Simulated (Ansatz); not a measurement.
InB3As4, ordered on the zincblende lattice (I-42m) with 8 atoms a cell, relaxed with r2SCAN. Space group I-42m (No. 121), tetragonal; conventional cell a = 5.152 Å, c = 10.139 Å, 16.82 Å³ an atom. B is surrounded by 4 As at 2.17 Å; As is surrounded by 3 B at 2.10–2.17 Å and 1 In at 2.50 Å; B is surrounded by 4 As at 2.10 Å; In is surrounded by 4 As at 2.50 Å.

4 runs of Ansatz on this cell differ in the functional (and in the settings that go with it). Levels are in eV from each run's valence top; v1 is the last filled band, c1 the first empty one.

Run A, mean stress -1.0 GPa (compression positive):
```
point     v4     v3     v2     v1    c1    c2
    Γ  -3.93  -0.53   0.00   0.00  1.21  1.40
    X  -2.20  -1.97  -0.96  -0.91  1.70  2.72
    P  -2.89  -2.73  -1.04  -1.04  2.48  2.48
    N  -3.76  -2.52  -2.03  -1.60  3.34  3.57
```

Run B, mean stress +1.9 GPa (compression positive):
```
point     v4     v3     v2     v1    c1    c2
    Γ  -3.61  -0.54   0.00   0.00  0.60  0.79
    X  -2.04  -1.81  -0.87  -0.83  0.98  1.92
    P  -2.68  -2.53  -0.95  -0.95  1.71  1.71
    N  -3.48  -2.33  -1.90  -1.49  2.55  2.76
```

Run C, mean stress -1.1 GPa (compression positive):
```
point     v4     v3     v2     v1    c1    c2
    Γ  -3.99  -0.53   0.00   0.00  1.87  2.05
    X  -2.24  -2.00  -0.99  -0.93  2.35  3.37
    P  -2.93  -2.76  -1.07  -1.07  3.14  3.14
    N  -3.82  -2.57  -2.07  -1.63  4.01  4.25
```

Run D, mean stress 0.0 GPa (compression positive):
```
point     v4     v3     v2     v1    c1    c2
    Γ  -3.79  -0.54   0.00   0.00  0.76  1.01
    X  -2.12  -1.91  -0.93  -0.90  1.19  2.17
    P  -2.82  -2.65  -1.02  -1.02  1.94  1.94
    N  -3.63  -2.44  -1.97  -1.56  2.84  3.03
```

Question: Match the runs to PBE, r2SCAN, HSE06, PBE0.

Answer: A is HSE06, B is PBE, C is PBE0, D is r2SCAN. In order of the gap: PBE 0.60, r2SCAN 0.76, HSE06 1.21, PBE0 1.87 eV. The stress vanishes for r2SCAN, which relaxed the cell.

No spin polarisation. The prototype was imposed, so other structures may be more stable.

No spin-orbit coupling is included; it can move band edges with weight on the heavy atoms by tenths of an eV.

The program warns that its thresholds are loose for a hybrid's stress.

The meshes of the hybrids are coarse, so their gaps aren't converged to the digits shown.
